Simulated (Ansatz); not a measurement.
A trial cell of Zn₂In₂Cl₅, before relaxation:

```
Zn In Cl
1.0
     3.08518   -3.45321    0.00000
     3.08518    3.45321    0.00000
     0.00000    0.00000   10.13888
Zn In Cl
2 2 5
Direct
  0.19246 0.19246 0.00000
  0.80754 0.80754 0.00000
  0.00000 0.00000 0.79688
  0.00000 0.00000 0.20312
  0.23009 0.76991 0.09035
  0.76991 0.23009 0.09035
  0.76991 0.23009 0.90965
  0.23009 0.76991 0.90965
  0.50000 0.50000 0.00000
```

All numbers below come from DFT PBE, scalar-relativistic, plane waves, PAW in Ansatz 0.2.0. Cutoff 420 eV, Gaussian smearing, Γ-centred meshes. Cell and atoms relax first on a coarse mesh and then on a finer one. In between, the cell is made exact in the group found at 0.06 Å. In metals the finer mesh still leaves noise of several meV/atom or more. The steps can't lower the symmetry of their start. No spin polarisation.

A guess keeps its type if space group and coordination stay and the shape of the cell changes little (axis ratios within about 15 %, angles within 6°); the volume may change.

Question: Does it keep its structure type, or change into something else?

Answer: It doesn't keep its type. The symmetry stays Cmmm (No. 65). The volume per atom grows by 145.2 %, from 24.0 to 58.9 Å³. The shortest distance goes from 1.83 Å (Cl–Cl) to 2.29 Å (Zn–Cl). Counting neighbours within 15 % of an atom's shortest distance, the start has Cl 3/6, In 2, Zn 1 and the end Cl 2/3, In 2, Zn 2. In detail, at the end Zn has 1 Cl at 2.29 Å, 1 Zn at 2.45 Å and 4 Cl at 2.74 Å; around In lie 2 Cl at 2.68 Å; Cl on a site of symmetry m has 1 In at 2.68 Å and 2 Zn at 2.74 Å; 1 more site not described.

```xyz
9
Lattice="3.5126 -6.0870 0.0000 3.5126 6.0870 0.0000 0.0000 0.0000 12.3899" Properties=species:S:1:pos:R:3 pbc="T T T"
Zn    1.2255    0.0000    0.0000
Zn    5.7997    0.0000    0.0000
In    0.0000    0.0000    8.5964
In    0.0000    0.0000    3.7935
Cl    3.5126    4.3650    1.7378
Cl    3.5126   -4.3650    1.7378
Cl    3.5126   -4.3650   10.6521
Cl    3.5126    4.3650   10.6521
Cl    3.5126    0.0000    0.0000
```

Energies over the elements count from the elements' standard structures at the same level (Cl₂ as a molecule), with no fitted energy shifts.

Question: At what energy does it end?

Answer: −0.63 eV/atom. A negative formation energy is needed for stability but isn't enough: competing phases decide.

The last run used a 6×6×4 mesh (in the run's order of axes) for its 9-atom cell and Gaussian smearing of 0.10 eV. Weakly bound directions are ill-defined at this level, which has no dispersion term. An odd number of electrons in the primitive cell allows no gap without spin; a larger cell or a magnetic state could open one. A structure relaxed within its symmetry needn't be a true minimum.

In counts of neighbours, a slash parts the counts of unlike sites.
